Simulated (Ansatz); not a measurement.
NbPSe in space group Immm (No. 71; Nb on 4j, P on 4h, Se on 4i), PBE (plane waves, PAW; program Ansatz), all energies at zero smearing, with the estimated change up to a 700 eV cutoff added, with one set of potentials and settings (totals compare only within such a set). Cell of 6 atoms (2 Nb, 2 P, 2 Se): -21558.520 eV.

| element | reference phase | E (eV/atom) |
|---|---|---|
| Nb | Im-3m, 1 atoms in the cell | -4552.2836 |
| P | Cmce, 4 atoms in the cell | -755.6743 |
| Se | P3_121, 3 atoms in the cell | -5469.0798 |

Formation energy per atom, worked out: (-21558.520 − 2×(-4552.2836) − 2×(-755.6743) − 2×(-5469.0798))/6 = -0.741 eV/atom (-71 kJ per mol of atoms), at 0 K, without zero-point energy or fitted corrections.

The workflow started from an entry of the Crystallography Open Database (COD). Whether it is the stable phase at ambient conditions was not checked. The PBE relaxation kept the symmetry of its start; whether a distortion lowers the energy is not shown. No spin polarisation was allowed. The references are the lowest solids computed at this level, not always the standard phases.

Potentials: the later of the program's two PAW sets.
